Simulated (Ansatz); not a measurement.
# BaFeO3: do energies and stresses tell the same story?

Method: DFT PBEsol, scalar-relativistic, plane waves, PAW (Ansatz 0.2.0).

Plane waves to 420 eV, a k mesh through Γ of 10×10×10 on the computed 5-atom cell and Gaussian smearing (0.10 eV); collinear spin from starting moments 0 2.92 0.18 0.18 0.18 μB.

Relaxed cell: Pm-3m, a = 3.885 Å, b = 3.885 Å, c = 3.885 Å, α = 90.00°, β = 90.00°, γ = 90.00°, 5 atoms in the primitive cell. Whether it is the stable form of this composition wasn't checked.

Energies at zero smearing and pressures from the stress tensor, at volumes with shape and atoms relaxed:
```csv
V (Å³/atom),E − E(first) (meV/atom),P (GPa)
10.317,0.00,28.60
10.669,-53.07,19.66
11.021,-87.73,11.98
11.373,-106.74,5.45
11.724,-112.45,-0.03
12.076,-107.10,-4.62
12.428,-92.43,-8.38
12.897,-61.73,-12.32
```

Problem. Check P = −dE/dV between neighbouring volumes, and get the bulk modulus from the pressures alone.

Solution. With 1 eV/Å³ = 160.2 GPa:
| middle V (Å³/atom) | −ΔE/ΔV (GPa) | mean P (GPa) |
| --- | --- | --- |
| 10.493 | 24.174 | 24.131 |
| 10.845 | 15.787 | 15.820 |
| 11.197 | 8.662 | 8.717 |
| 11.548 | 2.601 | 2.711 |
| 11.900 | -2.439 | -2.324 |
| 12.252 | -6.683 | -6.498 |
| 12.662 | -10.489 | -10.347 |

The two differ by 0.18 GPa at most. The mean of two end pressures misses the average over a step by about ΔV² P″/12, up to 0.11 GPa here; with that taken off 0.16 GPa remains. The stress is the derivative of the free energy, not of the energy at zero smearing, and with free energies 0.02 GPa remains. The largest site moment goes from 2.46 to 2.86 μB along the series, which bends P(V). Around V = 11.724 Å³/atom, the two neighbours give B = −V ΔP/ΔV = 11.724 × 10.07 / 0.703 = 167.9 GPa, against B0 = 166.5 GPa from the Birch–Murnaghan fit of the energies.

Spin-orbit coupling is left out, which matters for the bands of heavy elements. The cell holds one magnetic atom, so it can only be ferromagnetic; an antiferromagnetic order may lie lower.

Only this magnetic start was tried.

Symmetry holds off the tilts and polar distortions that many cubic perovskites undergo.